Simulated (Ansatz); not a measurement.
Space group I4_1/amd:1 (No. 141). a = 3.999 Å, b = 3.999 Å, c = 10.204 Å, α = 90.00°, β = 90.00°, γ = 90.00°
| atom | site | symmetry | x | y | z |
| --- | --- | --- | --- | --- | --- |
| Sn | 4a | -4m2 | 0.0000 | 0.5000 | 0.2500 |
| O | 8e | 2mm. | 0.5000 | 0.5000 | 0.2964 |

Equation of state of this SnO$_{2}$ structure (not necessarily the ground state), with shape and atoms relaxed at each volume where symmetry leaves them free. Computed with Ansatz 0.2.0, DFT r2SCAN, scalar-relativistic, plane waves, PAW.

Settings: cutoff 500 eV, Γ-centred mesh 10×10×10 on the computed 6-atom cell, Gaussian smearing of 0.02 eV; no spin polarisation.

```tsv
V (Å³/atom)	E − E(largest V) (meV/atom)	P (GPa)	gap on mesh (eV)
11.967	61.74	25.48	3.41
12.375	6.34	18.11	3.16
12.783	-31.03	11.37	2.89
13.191	-52.09	5.31	2.61
13.599	-58.69	0.01	2.33
14.007	-52.74	-4.56	2.07
14.415	-36.06	-8.44	1.81
14.959	0.00	-12.62	1.51
```

Problem. Fit a third-order Birch–Murnaghan equation to E(V).

Solution. V0 = 13.61 Å³/atom, B0 = 161 GPa, B0' = 3.5.

This form isn't the usual stable structure of the compound.

Cost: 8 runs of about 9.4 core-minutes in all, on Intel Xeon 6975P-C (Granite Rapids) (shared hosts).